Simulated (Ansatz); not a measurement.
Method: DFT PBE, scalar-relativistic, plane waves, PAW in Ansatz. All cells share a 420 eV cutoff and Γ-centred k meshes spaced at most about 0.3 Å⁻¹ (about 0.25 or finer for metals, 2π included). No spin polarisation in the final relaxations.

These are static total energies at zero pressure. All come from trial cells, and lower structures may exist.

Task: These unrelaxed guesses for ZrMo₂C₂ are each relaxed within their symmetry. Order them by the energy at which they end, lowest first.
1.

Space group P4/mmm (No. 123). a = 4.389 Å, b = 4.389 Å, c = 4.315 Å, α = 90.00°, β = 90.00°, γ = 90.00°
```csv
atom,site,symmetry,x,y,z
Zr,1a,4/mmm,0.0000,0.0000,0.0000
Mo,2e,mmm.,0.5000,0.0000,0.5000
C,2h,4mm,0.5000,0.5000,0.7559
```

2.

Space group P6/mmm (No. 191). a = 4.347 Å, b = 4.347 Å, c = 5.704 Å, α = 90.00°, β = 90.00°, γ = 120.00°
```tsv
atom	site	symmetry	x	y	z
Zr	1a	6/mmm	0.0000	0.0000	0.0000
Mo	2d	-6m2	0.3333	0.6667	0.5000
C	2e	6mm	0.0000	0.0000	0.7141
```

3.

Space group I4/mmm (No. 139). a = 4.013 Å, b = 4.013 Å, c = 9.678 Å, α = 90.00°, β = 90.00°, γ = 90.00°
```json
{"atom": "Zr", "site": "2a", "symmetry": "4/mmm", "x": "0.0000", "y": "0.0000", "z": "0.0000"}
{"atom": "Mo", "site": "4d", "symmetry": "-4m2", "x": "0.5000", "y": "0.0000", "z": "0.2500"}
{"atom": "C", "site": "4e", "symmetry": "4mm", "x": "0.5000", "y": "0.5000", "z": "0.1160"}
```

4.

Space group P4/nmm:1 (No. 129). a = 4.052 Å, b = 4.052 Å, c = 9.077 Å, α = 90.00°, β = 90.00°, γ = 90.00°
| atom | site | symmetry | x | y | z |
| --- | --- | --- | --- | --- | --- |
| Zr | 2c | 4mm | 0.0000 | 0.5000 | 0.2410 |
| Mo | 2a | -4m2 | 0.0000 | 0.0000 | 0.0000 |
| Mo | 2c | 4mm | 0.0000 | 0.5000 | 0.6251 |
| C | 2b | -4m2 | 0.0000 | 0.0000 | 0.5000 |
| C | 2c | 4mm | 0.0000 | 0.5000 | 0.8714 |

Result: 4 (ends in P4/nmm, 0 meV/atom), 1 (ends in P4/mmm, 70 meV/atom), 3 (ends in I4/mmm, 215 meV/atom), 2 (ends in P6/mmm, 0.80 eV/atom). Even the lowest end lies +0.09 eV/atom against the elements.

Cells relaxed within their symmetry can be saddle points. Some types were kept out of the candidates beforehand, so the set may lack a known form.
